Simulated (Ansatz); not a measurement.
P:
```xyz
4
Lattice="3.2707 0.0000 0.0000 0.0000 4.3660 0.0000 0.0000 0.0000 31.0000" Properties=species:S:1:pos:R:3 pbc="T T F"
P      0.0000     4.0121    16.5558
P      1.6354     2.5369    16.5558
P      0.0000     0.3539    14.4442
P      1.6354     1.8291    14.4442
```
The layer is periodic in x and y and isolated along z.

Relaxed with LDA.

Problem. All from the program Ansatz at the LDA level (PAW), unless another level is named. Give the hole effective mass, in the valley on the Γ–X line, 12 % of the way from Γ.

Solution. 1.5 along x, 0.10 along y (mₑ).

Problem. Give the electron effective mass, in the valley at Γ.

Solution. 1.2 along x, 0.11 along y (mₑ).

Problem. Give the electron affinity (Kohn–Sham).

Solution. 4.46 eV.

Problem. Give the band gap.

Solution. 0.56 eV (nearly direct: the direct gap is 0.57 eV).

Space group Pmna (puckered). A layer that has been made, often on a substrate. Symmetry was held in the LDA relaxation; its stability against distortions is not shown here.

Potentials: the later of the program's two PAW sets.
